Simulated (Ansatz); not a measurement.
Ga2Pt:
```yaml
crystal:
  lattice:
    - [0.00000, 2.96664, 2.96664]
    - [2.96664, 0.00000, 2.96664]
    - [2.96664, 2.96664, 0.00000]
  atoms:
    - { symbol: Pt, position: [0.00000, 0.00000, 0.00000] }
    - { symbol: Ga, position: [0.25000, 0.25000, 0.25000] }
    - { symbol: Ga, position: [0.75000, 0.75000, 0.75000] }
```

Relaxed with r²SCAN.

Question: Tabulate the valence density and the electron localisation function along the shortest Ga–Ga contact (2.97 Å), the program Ansatz at the r²SCAN level (PAW).

Answer: 

```tsv
distance from Ga (Å)	density (e/Å³)	ELF
0.30	20.01	0.02
0.44	6.76	0.05
0.59	2.06	0.13
0.74	0.84	0.22
0.89	0.47	0.24
1.04	0.31	0.26
1.19	0.24	0.31
1.33	0.20	0.36
1.48	0.20	0.37
1.63	0.20	0.36
1.78	0.24	0.31
1.93	0.31	0.26
2.08	0.47	0.24
2.22	0.84	0.22
2.37	2.06	0.13
2.52	6.76	0.05
2.67	20.01	0.02
```

The density is the valence pseudo-density with augmentation charge, so density and ELF within about 1 Å of a nucleus are not all-electron values.

Space group Fm-3m (fluorite or antifluorite type). The workflow started from an entry of the Crystallography Open Database (COD). Whether it is the stable phase at ambient conditions was not checked. The cell was relaxed with r²SCAN under the symmetry of its start; whether a distortion lowers the energy is not shown. The run is not spin-polarised. Scalar-relativistic: spin–orbit coupling is off unless named, which matters more the heavier the elements.

Potentials: the later of the program's two PAW sets.
